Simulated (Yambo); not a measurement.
A G0W0@PBEsol run in Yambo for a free-standing SnGeSe2 monolayer (symmetry Pm, slab cell 15.9 Å high) (4×4×1 Γ-centred k mesh, bands 11 to 153 and a 6 Ry block in the screening, 153 bands in G with the Bruneval-Gonze terminator, plasmon pole fitted at 27.2 eV, slab-truncated Coulomb interaction, stochastic integration of W near q = 0) gives these matrix elements, in eV, at the band edges ((0, -0.5) → (-0.5, 0)):

```tsv
state	E0	<Vxc>	<Σx>	<Σc(E0)>	Z
valence edge	0.000	-12.348	-13.518	0.339	0.719
conduction edge	1.259	-11.418	-8.911	-2.358	0.720
```

Task: Solve the linearised quasiparticle equation for both states, give the gap, and say how exchange and correlation each act on it.

Result: E = E0 + Z(Σx + Σc − Vxc). Valence: 0.000 + 0.719 × (-13.518 + (0.339) − (-12.348)) = -0.60 eV. Conduction: 1.259 + 0.720 × (-8.911 + (-2.358) − (-11.418)) = 1.37 eV. The gap is 1.96 eV, against 1.26 eV in PBEsol. Replacing Vxc by bare exchange alone would open it by 3.68 eV; correlation takes back 2.70 eV of that, and Z scales what is left. Convergence of the G0W0 settings was not tested. The mesh misses a band edge: along a dense path the PBEsol gap is 0.84 eV against 1.26 eV on the mesh. Spin-orbit splittings are left out.

The standard potentials for Ge, Se, Sn keep a d shell in the valence without the s and p states of that shell. In tests on such compounds this moved G0W0 gaps by up to about 0.9 eV, so absolute quasiparticle energies here are unreliable; differences between settings are what counts.

Geometry relaxed with PBEsol; primitive cell a = 4.0804 Å, b = 4.1979 Å, c = 15.9000 Å, α = β = γ = 90.00°.

This is a model layer cut from the bulk structure; whether it is stable on its own was not checked.
